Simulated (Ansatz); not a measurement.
Ga$_{2}$Se$_{3}$:
```yaml
crystal:
  lattice:
    - [-1.89363, 5.68447, 2.72254]
    - [1.89363, -5.68447, 2.72254]
    - [1.89363, 5.68447, -2.72254]
  atoms:
    - { symbol: Ga, position: [0.66991, 0.00981, 0.66010] }
    - { symbol: Ga, position: [0.34972, 0.00981, 0.33990] }
    - { symbol: Se, position: [0.38161, 0.22729, 0.15432] }
    - { symbol: Se, position: [0.07297, 0.22729, 0.84568] }
    - { symbol: Se, position: [0.77580, 0.27580, 0.50000] }
```

Relaxed with LDA. Special points in fractions of this cell's reciprocal vectors: Γ (0.000, 0.000, 0.000); X (0.500, -0.500, 0.500); F0 (0.278, -0.278, 0.722); Σ0 (-0.278, 0.278, 0.278); Λ0 (0.307, 0.307, -0.307); G0 (0.693, -0.307, 0.307); R (0.000, 0.500, 0.000); W (0.250, 0.250, 0.250); S (0.500, 0.000, 0.000); T (0.000, 0.000, 0.500).

Task: List the band energies nearest the valence-band maximum at these points for LDA (plane waves, PAW; program Ansatz).

Result: In eV from the valence-band maximum; about four levels below and three above (degenerate sets whole), none deeper than 8.9 eV; points with the same levels are listed once.

| k | below | above |
|---|---|---|
| Γ | -2.30 -0.96 -0.94 -0.11 | 0.49 2.07 3.30 |
| X | -2.60 -2.38 -1.85 0.00 | 1.21 1.51 1.94 |
| F0 | -3.43 -2.94 -2.18 -1.95 | 1.26 1.86 2.07 |
| Λ0 | -2.24 -1.87 -1.70 -0.35 | 0.86 1.37 2.29 |
| R | -3.59 -2.26 -1.73 -1.22 | 1.10 2.72 3.65 |
| W | -3.02 -2.92 -1.93 -1.27 | 1.81 2.45 3.89 |
| S | -2.46 -2.26 -1.92 -0.46 | 0.91 2.13 3.27 |
| T | -3.11 -3.03 -2.36 -2.22 | 1.26 1.53 2.80 |

Space group Imm2. The workflow started from a Materials Project entry (that database holds measured and hypothetical structures alike); the Crystallography Open Database copy checked does not list it. COD files the formula under space group No. 9. Whether it is the stable phase at ambient conditions was not checked. The cell was relaxed with LDA under the symmetry of its start; whether a distortion lowers the energy is not shown. Spin–orbit coupling is left out wherever it is not named.

Potentials: the later of the program's two PAW sets.
